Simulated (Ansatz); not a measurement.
# Property card for K$_{2}$H$_{6}$PbO$_{6}$

K2H6PbO6:
```
K2H6PbO6
1.0
    3.30177     1.90628     3.97710
   -3.30177     1.90628     3.97710
    0.00000    -3.81255     3.97710
K H Pb O
2 6 1 6
Direct
  0.70525   0.70525   0.70525
  0.29475   0.29475   0.29475
  0.19095   0.61161   0.75223
  0.80905   0.38839   0.24777
  0.75223   0.19095   0.61161
  0.24777   0.80905   0.38839
  0.61161   0.75223   0.19095
  0.38839   0.24777   0.80905
  0.00000   0.00000   0.00000
  0.20030   0.80221   0.68705
  0.79970   0.19779   0.31295
  0.68705   0.20030   0.80221
  0.31295   0.79970   0.19779
  0.80221   0.68705   0.20030
  0.19779   0.31295   0.79970
```

Space group R-3 (No. 148); conventional cell a = 6.6035 Å, b = 6.6035 Å, c = 11.9313 Å, α = 90.00°, β = 90.00°, γ = 120.00°.

Method: LDA in the plane-wave PAW code Ansatz. Geometry: relaxed at this level of theory. Other levels are named where they apply.

### Cell and energy

- Volume per atom: 10.01 Å³
- Density: 4.28 g/cm³
- Formation energy from the elements (no fitted shifts): -1.31 eV/atom

### Electronic structure

- Band gap = 2.24 eV (indirect)
- Valence-band maximum = at L
- Conduction-band minimum = at Γ
- Smallest direct gap on the standard path = 2.28 eV
- Electron effective mass = 0.41, 0.45, 0.45 mₑ (principal values)

### Mechanics

* **Bulk modulus (Birch–Murnaghan fit)**: 465 kbar
* **Pressure derivative B′**: 6.0
* **Elastic constants (relaxed ions, GPa)**: C11 = 65.5, C12 = 27.3, C13 = 53.6, C14 = 16.2, C33 = 88.7, C44 = 22.8, C15 = -5.7
* **Mechanical stability**: stable (all eigenvalues of C positive)
* **Hill bulk and shear moduli**: 49.4 and 12.7 GPa
* **Young's modulus**: 35.2 GPa
* **Poisson's ratio**: 0.38
* **Debye temperature from the elastic constants**: 269 K

### Dielectric response

* **Electronic dielectric constant ε∞ (DFPT)**: 3.30 (xx = yy), 3.47 (zz)
* **Static dielectric constant ε0 (ions relaxed, cell fixed)**: 8.55 (xx = yy), 8.86 (zz)
* **Born charges (a third of the trace)**: K +1.20, H +0.75, Pb +3.74, O -1.77 e

### Phonons

* **Highest zone-centre frequency (without LO–TO term)**: 2889 cm^-1
* **Zone-centre stability**: no imaginary mode at Γ
* **Dynamical stability on the path**: stable (no imaginary branch)
* **Zero-point energy**: 149.9 meV/atom
* **Vibrational entropy at 300 K**: 17.1 J/(K·mol of atoms)

The first step of the workflow began from a Materials Project structure, measured or hypothetical; the Crystallography Open Database copy checked does not list it. Its standing as an ambient phase is unchecked. Symmetry was held in the LDA relaxation. The references are the lowest solids computed at this level, not always the standard phases (solids in place of the gases). Scalar-relativistic: spin–orbit coupling is off unless named, which matters more the heavier the elements.

Potentials: the later of the program's two PAW sets.
